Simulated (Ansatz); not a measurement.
Relaxed-ion elastic tensor of CuAu3 (Cu3Au type, Pm-3m) in GPa (Voigt order), the program Ansatz at the LDA level (PAW); density 17.81 g/cm³, 15.25 Å³ per atom.

```
 224   177   177   0.0   0.0   0.0
 177   224   177   0.0   0.0   0.0
 177   177   224   0.0   0.0   0.0
 0.0   0.0   0.0  49.8   0.0   0.0
 0.0   0.0   0.0   0.0  49.8   0.0
 0.0   0.0   0.0   0.0   0.0  49.8
```

Problem. Is the crystal mechanically stable?

Solution. Yes: the smallest eigenvalue of C is 46.9 GPa.

Problem. Work out the Voigt, Reuss and Hill averages.

Solution. K_V = 192, K_R = 192, K_H = 192; G_V = 39.3, G_R = 34.4, G_H = 36.8 GPa.

Problem. Give Young's modulus, Poisson's ratio, Pugh's ratio and the universal anisotropy index.

Solution. E = 9KG/(3K + G) = 104 GPa; ν = 0.41; K/G = 5.23 (ductile by the Pugh limit of 1.75); A_U = 5G_V/G_R + K_V/K_R − 6 = 0.71.

Problem. Estimate the sound speeds and the Debye temperature.

Solution. v_l = √((K + 4G/3)/ρ) = 3680 m/s, v_t = √(G/ρ) = 1440 m/s, mean 1630 m/s; Θ = (h/k)(3n/4πV)^(1/3) v_m = 196 K.

Problem. Give the Zener ratio and Young's modulus along [100], [110] and [111].

Solution. A = 2C44/(C11 − C12) = 2.12; 1/E = S11 − 2(S11 − S12 − S44/2)Γ with Γ = 0, 1/4, 1/3 gives 67.6, 109, 138 GPa.

The first step of the workflow began from a Materials Project structure, measured or hypothetical; the Crystallography Open Database files this formula in space group No. 221, but the cells were not matched. Its standing as an ambient phase is unchecked. Symmetry was held in the LDA relaxation; of distortions, only those at the zone centre were tested. The run is not spin-polarised. As this level gives no gap, shear constants depend on the k-mesh and smearing (Fermi–Dirac, 0.1 eV here). Spin–orbit coupling is left out wherever it is not named.

Potentials: the later of the program's two PAW sets.
